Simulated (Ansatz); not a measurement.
HfC (rock salt)

```yaml
crystal:
  lattice:
    - [0.00000, 2.32035, 2.32035]
    - [2.32035, 0.00000, 2.32035]
    - [2.32035, 2.32035, 0.00000]
  atoms:
    - { symbol: C, position: [0.00000, 0.00000, 0.00000] }
    - { symbol: Hf, position: [0.50000, 0.50000, 0.50000] }
```

All values below come from r2SCAN (plane waves to 500 eV, PAW, scalar-relativistic; Ansatz, an electronic-structure program). DFPT wavenumbers on a 18×18×18 k mesh, in cm⁻¹ and rounded to 5; i marks imaginary ones, q is in fractions of the reciprocal vectors of the cell shown, and the three acoustic modes at Γ are left out. HfC is run without spin polarisation. HfC was relaxed with its symmetry unable to fall. Spin-orbit coupling is left out, though Hf is heavy.

Problem. Does any mode at Γ, L = (0.5, 0.0, 0.0), X = (0.5, 0.5, 0.0) come out imaginary?

Solution. No imaginary mode at these points (lowest 130 cm⁻¹ at L = (0.5, 0.0, 0.0)); other wave vectors were not tested.

Problem. List the wavenumbers at Γ, L = (0.5, 0.0, 0.0), X = (0.5, 0.5, 0.0), with degeneracies.

Solution. 
```csv
q,wavenumbers (cm⁻¹)
Γ,425 (×3)
"L = (0.5, 0.0, 0.0)","130 (×2), 245, 550 (×2), 705"
"X = (0.5, 0.5, 0.0)","150 (×2), 195, 490 (×2), 590"
```
